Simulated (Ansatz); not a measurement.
AlGa3N4:
```cif
data_AlGa3N4
_chemical_formula_sum 'Ga3 N4 Al1'
_space_group_name_H-M_alt 'P 1'
_space_group_IT_number 1
_cell_length_a 3.16332
_cell_length_b 3.16332
_cell_length_c 10.27828
_cell_angle_alpha 90.000
_cell_angle_beta 90.000
_cell_angle_gamma 120.000
loop_
_space_group_symop_operation_xyz
  'x, y, z'
loop_
_atom_site_label
_atom_site_type_symbol
_atom_site_fract_x
_atom_site_fract_y
_atom_site_fract_z
_atom_site_occupancy
Ga1 Ga 0.66667 0.33333 0.00274 1
N1 N 0.66667 0.33333 0.19287 1
Ga2 Ga 0.00000 0.00000 0.25545 1
N2 N 0.00000 0.00000 0.44565 1
Ga3 Ga 0.66667 0.33333 0.50858 1
N3 N 0.66667 0.33333 0.69936 1
Al1 Al 0.00000 0.00000 0.75500 1
N4 N 0.00000 0.00000 0.93904 1
```

Relaxed with r²SCAN.

Which orbitals make up the states near the band edges in r²SCAN (plane waves, PAW; program Ansatz)?

Top 1 eV of the valence band: N 2p 89 %, Ga 4p 6 %. Bottom 1 eV of the conduction band: N 2s 38 %, Ga 4s 31 %, N 2p 15 %, Ga 4p 8 %. Projections are on Löwdin-orthogonalised atomic valence shells; empty p or d shells of many metals are not among them.

Tabulate the density of states.

States/eV per cell of 8 atoms, in 0.25 eV bins, energy from the valence-band maximum.

```csv
E (eV),total,N 2p,Ga 4p,Ga 4s
-7.85,0.00,0.00,0.00,0.00
-7.60,0.00,0.00,0.00,0.00
-7.35,0.00,0.00,0.00,0.00
-7.10,0.00,0.00,0.00,0.00
-6.85,0.30,0.17,0.04,0.07
-6.60,1.66,0.93,0.21,0.43
-6.35,3.17,1.80,0.34,0.83
-6.10,4.30,2.46,0.40,1.09
-5.85,4.56,2.63,0.39,1.11
-5.60,2.36,1.38,0.22,0.46
-5.35,2.16,1.28,0.18,0.31
-5.10,3.82,2.35,0.30,0.39
-4.85,2.62,1.60,0.26,0.24
-4.60,1.90,1.17,0.24,0.14
-4.35,1.88,1.19,0.27,0.13
-4.10,3.39,2.24,0.54,0.22
-3.85,2.73,1.83,0.40,0.16
-3.60,2.70,1.83,0.38,0.15
-3.35,3.14,2.19,0.46,0.14
-3.10,3.83,2.75,0.55,0.14
-2.85,4.02,2.95,0.55,0.13
-2.60,4.41,3.33,0.59,0.11
-2.35,5.01,3.88,0.65,0.11
-2.10,5.06,3.99,0.60,0.09
-1.85,5.88,4.78,0.62,0.08
-1.60,6.97,5.79,0.70,0.07
-1.35,7.16,6.07,0.68,0.05
-1.10,4.86,4.19,0.42,0.03
-0.85,3.45,3.03,0.25,0.02
-0.60,2.43,2.18,0.14,0.01
-0.35,1.54,1.42,0.06,0.00
-0.10,0.66,0.62,0.02,0.00
0.15,0.00,0.00,0.00,0.00
0.40,0.00,0.00,0.00,0.00
0.65,0.00,0.00,0.00,0.00
0.90,0.00,0.00,0.00,0.00
1.15,0.00,0.00,0.00,0.00
1.40,0.00,0.00,0.00,0.00
1.65,0.00,0.00,0.00,0.00
1.90,0.00,0.00,0.00,0.00
2.15,0.00,0.00,0.00,0.00
2.40,0.00,0.00,0.00,0.00
2.65,0.00,0.00,0.00,0.00
2.90,0.00,0.00,0.00,0.00
3.15,0.04,0.00,0.00,0.01
3.40,0.08,0.01,0.01,0.03
3.65,0.13,0.02,0.01,0.04
3.90,0.17,0.03,0.02,0.04
4.15,0.21,0.04,0.03,0.05
4.40,0.27,0.06,0.05,0.06
4.65,0.43,0.08,0.09,0.08
4.90,1.15,0.14,0.29,0.19
5.15,1.76,0.22,0.49,0.27
5.40,2.42,0.30,0.77,0.37
5.65,3.30,0.44,1.10,0.44
5.90,3.86,0.53,1.31,0.44
6.15,3.67,0.51,1.27,0.41
6.40,3.35,0.49,1.20,0.37
6.65,3.24,0.50,1.03,0.41
6.90,2.66,0.43,0.77,0.38
7.15,2.92,0.50,0.78,0.46
7.40,1.99,0.39,0.48,0.38
7.65,2.11,0.48,0.51,0.49
```

Space group P3m1. The start of the workflow was typed in or built on a structure type; neither database checked (COD, Materials Project) lists it. Its standing as an ambient phase is unchecked. Symmetry was held in the r²SCAN relaxation; its stability against distortions is not shown here. Spin–orbit coupling is left out wherever it is not named.

Potentials: the earlier of the program's two PAW sets.
